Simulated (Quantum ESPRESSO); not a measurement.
## Band energies of SnTe

```
SnTe
1.0
    0.00000     3.18581     3.18581
    3.18581     0.00000     3.18581
    3.18581     3.18581     0.00000
Sn Te
1 1
Cartesian
  0.00000   0.00000   0.00000
  3.18581   3.18581   3.18581
```

PBE (pw.x of Quantum ESPRESSO, ONCV potentials, scalar-relativistic); path ΓXWKΓLUWLK,UX; energies in eV from the Fermi level.

```
k (1/Å)  point  band 11  band 12  band 13  band 14  band 15  band 16  band 17  band 18
-------  -----  -------  -------  -------  -------  -------  -------  -------  -------
0.00         Γ   -12.60    -4.85    -2.08    -2.08    -2.08     3.25     3.25     3.25
0.22             -12.46    -5.42    -2.32    -2.32    -1.22     1.64     3.30     3.30
0.44             -12.09    -6.22    -2.82    -2.82    -1.48     1.41     3.28     3.62
0.77             -11.36    -6.67    -4.41    -3.47    -3.47     2.45     4.45     4.45
0.99         X   -11.13    -6.48    -5.37    -3.61    -3.61     2.29     4.73     4.73
1.36             -11.06    -7.20    -4.95    -4.31    -1.53     1.61     3.77     5.24
1.48         W   -11.05    -7.30    -4.65    -4.65    -0.85     0.82     4.58     4.58
1.60             -11.06    -7.31    -4.84    -4.29    -1.25     1.23     4.07     5.02
1.83         K   -11.09    -7.34    -4.99    -3.14    -2.66     2.92     2.99     4.18
1.93             -11.13    -7.57    -4.74    -2.82    -2.21     2.21     2.46     4.95
2.14             -11.43    -7.56    -4.07    -2.06    -1.20     1.04     1.26     4.15
2.46             -12.14    -6.46    -2.91    -1.64    -0.64     0.99     1.10     3.39
2.66             -12.48    -5.43    -2.31    -1.94    -1.56     2.37     2.38     3.26
2.87         Γ   -12.60    -4.85    -2.08    -2.08    -2.08     3.25     3.25     3.25
2.98             -12.56    -5.02    -2.08    -2.08    -1.96     3.05     3.05     3.06
3.19             -12.32    -6.04    -2.03    -2.03    -1.32     2.07     2.07     2.10
3.51             -11.66    -7.72    -1.84    -1.84    -0.51     0.67     0.72     0.72
3.73         L   -11.40    -8.19    -1.76    -1.76     0.00     0.00     0.39     0.39
4.03             -11.27    -7.92    -3.58    -2.43    -1.64     1.43     1.53     3.22
4.23             -11.13    -7.53    -4.73    -2.95    -2.39     2.47     2.66     4.64
4.33         U   -11.09    -7.34    -4.99    -3.14    -2.66     2.92     2.99     4.18
4.56             -11.06    -7.31    -4.84    -4.29    -1.25     1.23     4.07     5.02
4.68         W   -11.05    -7.30    -4.65    -4.65    -0.85     0.82     4.58     4.58
4.78             -11.07    -7.37    -4.56    -4.51    -0.87     0.78     4.50     4.57
5.08             -11.27    -7.93    -3.36    -2.95    -0.96     0.44     2.35     2.99
5.28             -11.38    -8.16    -2.10    -1.89    -0.53     0.20     0.63     1.10
5.38         L   -11.40    -8.19    -1.76    -1.76     0.00     0.00     0.39     0.39
5.55             -11.35    -8.10    -2.62    -2.04    -1.00     0.71     0.80     1.85
5.72             -11.24    -7.85    -3.87    -2.55    -1.83     1.66     1.79     3.66
5.98         K   -11.09    -7.34    -4.99    -3.14    -2.66     2.92     2.99     4.18
5.98         U   -11.09    -7.34    -4.99    -3.14    -2.66     2.92     2.99     4.18
6.07             -11.09    -7.07    -5.16    -3.34    -3.01     3.02     3.53     4.01
6.33         X   -11.13    -6.48    -5.37    -3.61    -3.61     2.29     4.73     4.73
```

At this level the gap is closed or nearly so: along the path the highest valence and lowest conduction bands touch, or overlap by less than 0.6 eV, a zero-gap or semimetallic result; the valence top lies at L, the conduction bottom at L. Semilocal functionals close the gaps of some narrow-gap semiconductors, so this alone doesn't show that the compound has none.

Spin-orbit coupling is left out, which matters for elements this heavy: edges can move by tenths of an eV.

Geometry of the Materials Project entry, not relaxed at this level.
